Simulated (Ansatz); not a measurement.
The relaxed structure here is a generated cell of Li: the first start was made by placing the elements on the sites of a structure type, and the end was not matched to a known phase here, so it may be hypothetical. Known forms of Li include space group No. 229.

One stationary structure of Li. Space group I4/mmm (No. 139). Method: r2SCAN (plane waves to 500 eV, PAW, scalar-relativistic; Ansatz, an electronic-structure program).

Space group I4/mmm (No. 139); a = b = 3.120 Å, c = 4.309 Å, α = β = γ = 90.00°

| atom | site | symmetry | x | y | z |
|---|---|---|---|---|---|
| Li | 2b | 4/mmm | 0.0000 | 0.0000 | 0.5000 |
(The calculation used a cell of 1 atom; values per cell refer to that cell.)

- Volume per atom = 20.97 Å³
- Band gap = zero (metallic)
- Shortest distances = Li–Li 3.08 Å
- k-mesh = 21×21×21

No spin polarisation in the result.

The run could not lose the symmetry of its start: the end is stationary, and may be a saddle point rather than a minimum.

It was reached from a disturbed copy of a P6/mmm (No. 191) cell (AFLOW prototype A_hP1_191_a (A_f, as in Sn)), against which it lies -0.07 eV/atom.
